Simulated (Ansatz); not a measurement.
MgF2:
```cif
data_F4Mg2
_chemical_formula_sum 'Mg2 F4'
_space_group_name_H-M_alt 'P 1'
_space_group_IT_number 1
_cell_length_a 4.63832
_cell_length_b 4.63832
_cell_length_c 3.06243
_cell_angle_alpha 90.000
_cell_angle_beta 90.000
_cell_angle_gamma 90.000
loop_
_space_group_symop_operation_xyz
  'x, y, z'
loop_
_atom_site_label
_atom_site_type_symbol
_atom_site_fract_x
_atom_site_fract_y
_atom_site_fract_z
_atom_site_occupancy
Mg1 Mg 0.50000 0.50000 0.50000 1
Mg2 Mg 0.00000 0.00000 0.00000 1
F1 F 0.69660 0.69660 0.00000 1
F2 F 0.30340 0.30340 0.00000 1
F3 F 0.80340 0.19660 0.50000 1
F4 F 0.19660 0.80340 0.50000 1
```

Relaxed with PBEsol. DFT-PBEsol in the program Ansatz with PAW potentials gives a gap of 6.89 eV.

### Question
What gap does HSE06 give on the same cell (Ansatz, PAW)?

### Answer
9.38 eV, 2.49 eV more. The hybrid was solved on a coarser mesh and at special points; its gap is the smallest among all of these.

| k | v1 PBEsol | c1 PBEsol | v1 HSE06 | c1 HSE06 |
|---|---|---|---|---|
| Γ | 0.00 | 6.89 | 0.00 | 9.38 |
| Z | -0.85 | 11.61 | ? | ? |
| M | -0.77 | 10.99 | ? | ? |
| A | -0.48 | 13.08 | -0.47 | 15.64 |
| R | -0.66 | 12.51 | ? | ? |
| X | -0.38 | 9.29 | ? | ? |

### Question
Top valence (v1) and lowest conduction level (c1) in eV from each method's valence maximum (which need not be a listed point): supply the withheld HSE06 values.

### Answer

- M, v1 HSE06: -0.80
- M, c1 HSE06: 13.63
- X, v1 HSE06: -0.37
- X, c1 HSE06: 11.83
- R, v1 HSE06: -0.68
- R, c1 HSE06: 15.16
- Z, v1 HSE06: -0.88
- Z, c1 HSE06: 14.25

Cost on shared cores: the PBEsol run (SCF on a 6×6×9 mesh, then bands and DOS) around 27 core-seconds (rough), the HSE06 run (SCF on 4×4×5, then a few points) around 70 core-seconds (rough); the tasks are unlike.

Space group P4_2/mnm (rutile). Symmetry was held in the PBEsol relaxation.

Potentials: the later of the program's two PAW sets.
